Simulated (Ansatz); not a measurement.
LiH (rock salt, space group No. 225), plane-wave PAW PBEsol (Ansatz code): ε∞ = 4.69, cell volume 15.77 Å³. Infrared-active transverse modes:

```tsv
ω_TO (cm⁻¹)	oscillator strength S_xx (e²/amu)
620.6	1.175
```

Task: Compute the static dielectric constant.

Result: Each mode adds (4.921e7/V) S/ω²: 9.52. So ε0 = 14.2.

Task: What LO frequency does the Lyddane–Sachs–Teller relation give?

Result: ω_LO = ω_TO √(ε0/ε∞) = 1080 cm⁻¹.

Space group Fm-3m (rock salt). Symmetry was held in the PBEsol relaxation; of distortions, only those at the zone centre were tested.

Potentials: the later of the program's two PAW sets.
